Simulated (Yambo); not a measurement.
BeTe (zinc blende, space group F-43m, No. 216): the exchange self-energy on PBEsol orbitals (Yambo, 4×4×4 mesh) holds the Coulomb divergence, which is integrated with random points (RandQpts).

```csv
random points,exchange-only gap Γ → X (eV),shift of the valence edge (eV),gap against the reference (meV)
"1,000",8.64,-2.78,106
"10,000",8.44,-2.49,-95
"100,000",8.56,-2.68,23
"1,000,000",8.55,-2.67,21
"5,000,000",8.53,-2.64,reference
```

No other run stays within 20 meV of the one with most points. The error is statistical; each row is a single draw, so the rows fix no rate of convergence.

Spin-orbit coupling is not included.

Geometry relaxed with PBEsol; primitive cell a = 3.965 Å, b = 3.965 Å, c = 3.965 Å, α = 60.00°, β = 60.00°, γ = 60.00°.

A shift is the quasiparticle energy of the state minus its PBEsol energy.
